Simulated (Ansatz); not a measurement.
SrCd₂As₂:
```yaml
crystal:
  lattice:
    - [4.43489, 0.00000, 0.00000]
    - [-2.21744, 3.84072, 0.00000]
    - [0.00000, 0.00000, 7.33304]
  atoms:
    - { symbol: Sr, position: [0.00000, 0.00000, 0.00000] }
    - { symbol: Cd, position: [0.33333, 0.66667, 0.63212] }
    - { symbol: Cd, position: [0.66667, 0.33333, 0.36788] }
    - { symbol: As, position: [0.66667, 0.33333, 0.75110] }
    - { symbol: As, position: [0.33333, 0.66667, 0.24890] }
```

Relaxed with PBEsol. Special points in fractions of this cell's reciprocal vectors: Γ (0.000, 0.000, 0.000); M (0.500, 0.000, 0.000); K (0.333, 0.333, 0.000); A (0.000, 0.000, 0.500); L (0.500, 0.000, 0.500); H (0.333, 0.333, 0.500).

Question: List the band energies nearest the valence-band maximum at these points for the program Ansatz at the PBEsol with spin–orbit coupling level (PAW).

Answer: In eV from the valence-band maximum; about four levels below and three above (degenerate sets whole), none deeper than 8.9 eV; points with the same levels are listed once.

| k | below | above |
|---|---|---|
| Γ | -0.12 -0.12 0.00 0.00 | 0.09 0.09 0.51 0.51 |
| M | -2.18 -2.18 -1.45 -1.45 | 0.89 0.89 2.34 2.34 |
| K | -2.27 -2.27 -1.86 -1.86 | 2.63 2.63 2.70 2.70 |
| A | -0.86 -0.86 -0.66 -0.66 | 0.35 0.35 1.38 1.38 |
| L | -1.18 -1.18 -0.99 -0.99 | 1.21 1.21 1.61 1.61 |
| H | -1.79 -1.79 -1.75 -1.75 | 1.95 1.95 1.97 1.97 |

Space group P-3m1. The first step of the workflow began from a Materials Project structure, measured or hypothetical; the Crystallography Open Database copy checked does not list it. Its standing as an ambient phase is unchecked. The PBEsol relaxation kept the symmetry of its start; whether a distortion lowers the energy is not shown.

Potentials: the later of the program's two PAW sets.
